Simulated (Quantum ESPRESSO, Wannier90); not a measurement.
Ag (fcc (Cu type)): Wannier90 run

```yaml
crystal:
  lattice:
    - [0.00000, 2.05218, 2.05218]
    - [2.05218, 0.00000, 2.05218]
    - [2.05218, 2.05218, 0.00000]
  atoms:
    - { symbol: Ag, position: [0.00000, 0.00000, 0.00000] }
```

Materials Project entry mp-124; symmetrised, unrelaxed at this level. This is the element's usual structure. Level: PBEsol, spinors with spin-orbit coupling; pw.x of Quantum ESPRESSO at 66 Ry with PseudoDojo potentials, 10×10×10 k-points, Wannier90. Density: 18×18×18 mesh, cold smearing 0.01 Ry.

Base run: 18 functions from bands 9-42 of the 42 computed, start hydrogen-like Ag: s;p;d, frozen window up to 1.50 eV relative to the Fermi level, outer window open. One setting was then changed (edges relative to the Fermi level; misfit to pw.x on a path, for states up to 1.0 eV relative to the Fermi level).

```json
[
 {"run": "base", "Ω_I (Å²)": "13.56", "rms misfit (meV)": "8.0", "worst (meV)": "137"},
 {"run": "changed", "Ω_I (Å²)": "12.93", "rms misfit (meV)": "453", "worst (meV)": "1440"}
]
```

Question: Which change was made?
(A) outer window to 24.73 eV
(B) frozen window to 3.50 eV
(C) frozen window to 1.00 eV
(D) no frozen window
(E) frozen window to 5.50 eV

Answer: D, no frozen window. The others give:

```tsv
run	Ω_I (Å²)	rms misfit (meV)	worst (meV)
frozen window to 3.50 eV	13.75	2.0	14
frozen window to 1.00 eV	13.54	8.5	140
frozen window to 5.50 eV	14.06	1.6	8.4
outer window to 24.73 eV	19.24	3.0	27
```
